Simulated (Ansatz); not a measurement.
## BaAlF₅ — Al-27 NMR of the central transition

Cell: a computed structure from the Materials Project (it need not be an observed phase), atoms as given.

```cif
data_BaAlF5
_symmetry_space_group_name_H-M 'P2_12_12_1'
_symmetry_Int_Tables_number 19
_cell_length_a 4.8748
_cell_length_b 5.6262
_cell_length_c 13.7283
_cell_angle_alpha 90.000
_cell_angle_beta 90.000
_cell_angle_gamma 90.000
loop_
_atom_site_label
_atom_site_type_symbol
_atom_site_symmetry_multiplicity
_atom_site_Wyckoff_symbol
_atom_site_fract_x
_atom_site_fract_y
_atom_site_fract_z
Ba Ba 4 a 0.7755 0.3411 0.3420
Al Al 4 a 0.1818 0.8505 0.4162
F9 F 4 a 0.9766 0.6567 0.4992
F13 F 4 a 0.8940 0.8503 0.3327
F17 F 4 a 0.9465 0.6002 0.0194
F21 F 4 a 0.6492 0.5484 0.1670
F25 F 4 a 0.1994 0.4051 0.8517
```

One atom of each set is listed.

All values are calculated (Ansatz; DFT, PBE, plane waves and PAW, scalar-relativistic, 420 eV cutoff, Γ-centred 5×4×2 k-points, Fermi–Dirac smearing 0.02 eV), not measured.

Al-27 has I = 5/2 and Q = 146.6 mb (Pyykkö 2018); at 23.5 T its Larmor frequency is ν₀ = 260.9 MHz. Only the quadrupole interaction is simulated: positions count from each site's isotropic chemical shift, and J coupling is left out, as are shift anisotropy and dipolar coupling, which fast spinning averages.

(1) Simulate the second-order pattern (fast magic-angle spinning, Gaussian broadening 0.04 kHz) of site Al (6 F at 1.77–1.87 Å).

## Answers

(1) The calculation gives C_Q = -5.24 MHz and η = 0.12, so ν_Q = 0.786 MHz and the centre of gravity lies at -2.43 ppm (-0.634 kHz).

(offset (kHz), height): (-1.649, 0), (-1.599, 1), (-1.549, 6), (-1.498, 6), (-1.448, 6), (-1.398, 6), (-1.347, 7), (-1.297, 7), (-1.247, 7), (-1.196, 7), (-1.146, 7), (-1.096, 8), (-1.045, 25), (-0.995, 61), (-0.945, 85), (-0.894, 64), (-0.844, 52), (-0.794, 47), (-0.743, 45), (-0.693, 44), (-0.643, 44), (-0.592, 44), (-0.542, 45), (-0.492, 48), (-0.442, 51), (-0.391, 57), (-0.341, 70), (-0.291, 100), (-0.240, 83), (-0.190, 49), (-0.140, 4), (-0.089, 0)

The largest force is 0.3 eV/Å, so the atoms aren't at the calculated equilibrium and relaxing them would move these values.
